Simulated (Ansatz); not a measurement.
## How far is PAW off for SrTl?

```
Sr Tl
1.0
     4.03200   -0.04032   -0.04032
    -0.04032    4.03200   -0.04032
    -0.04032   -0.04032    4.03200
Sr Tl
1 1
Direct
  0.00000 0.00000 0.00000
  0.50000 0.50000 0.50000
```

Atoms are numbered in the order listed.

The cell is COD entry 1540774, as deposited and not checked against the literature; nothing was relaxed. It is an old determination, and later ones may differ. The listed cell was then made from it by scaling, straining or moving an atom.

No spin–orbit coupling, which matters for the heavy atoms here.

Levels of theory: DFT, LDA, PAW with Ansatz's default frozen-core files, scalar-relativistic (Ansatz 0.2.0); DFT, LDA, all-electron PAW with datasets made for the crystal, scalar-relativistic (Ansatz 0.2.0); DFT, LDA, all-electron LAPW, scalar-relativistic (Ansatz 0.2.0).

For PAW: a Γ-centred 8×8×8 k mesh, Fermi–Dirac smearing of 0.05 eV, cutoff 420 eV, no spin polarisation; the PAW files were made with PBE, and the program remakes their frozen cores for this functional. The crystal-made all-electron datasets (AE datasets) take a cutoff of 240 eV at this cell. LAPW targets a basis error of 0.5 meV/atom. The Ansatz runs share mesh, smearing and spin set-up. Plane-wave (PAW) pressures include the program's estimate of the Pulay term.

Stress and pressure are positive in compression.

The change that made this cell: equal xy, yz and zx engineering shear strains of -2 %.

| quantity | PAW | AE datasets | LAPW |
| --- | --- | --- | --- |
| pressure (GPa) | -1.81 | -1.81 | -1.81 |
| stress yz (GPa) | 0.44 | 0.44 | 0.44 |
| stress xz (GPa) | 0.44 | 0.44 | 0.44 |
| stress xy (GPa) | 0.44 | 0.44 | 0.44 |

PAW's pressure differs from the LAPW value by about 0.01 GPa or less.
